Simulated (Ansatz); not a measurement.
Input and command of a plane-wave DFT calculation in Ansatz:

```yaml
crystal:
  lattice:
    - [2.4564239303, 0.0, 0.0]
    - [-1.2282119652, 2.1273255261, 0.0]
    - [0.0, 0.0, 26.938824119]
  atoms:
    - { symbol: Co, position: [0.6666666667, 0.3333333333, 0.3155297337], spin: 1.94 }
    - { symbol: Co, position: [0.3333333333, 0.6666666667, 0.3892042942], spin: 1.87 }
    - { symbol: Co, position: [0.6666666667, 0.3333333333, 0.4631036639], spin: 1.83 }
    - { symbol: Co, position: [0.3333333333, 0.6666666667, 0.5374086796], spin: 1.86 }
    - { symbol: Co, position: [0.6666666667, 0.3333333333, 0.6089481499], spin: 1.92 }
    - { symbol: H, position: [1.0, 1.0, 0.7172038141], spin: 1.0 }
basis:
  ecutwfc: 420
kpoints:
  mp_grid: { grid: [12, 12, 1] }
hamiltonian:
  xc: pbesol
scf:
  occupations: { method: gaussian, width: 0.1 }
output:
  forces: true
  stress: true
  eigenvalues: true
  populations: true
magnetization:
  spin_polarized: true
efield:
  axis: 3
  dipole_correction: true
  ramp_width: 0.04
```

```bash
ansatz run input.yaml --threads 4 --pin off --max-ram 10240MiB --backend cpu --events-out ev --progress --plain --runs-dir out
```

Processor: AMD EPYC 9R45 96-Core Processor (Zen 5), 4 threads, on a host shared with other jobs.

Estimate time, memory and problem size.

About 7.3 s on 4 threads of AMD EPYC 9R45 96-Core Processor (Zen 5), with other jobs on the host, peak memory 0.73 GiB. It solves 58 bands at 19 k points (the mesh reduced by symmetry) with about 2689 plane waves, in 19 SCF iterations.
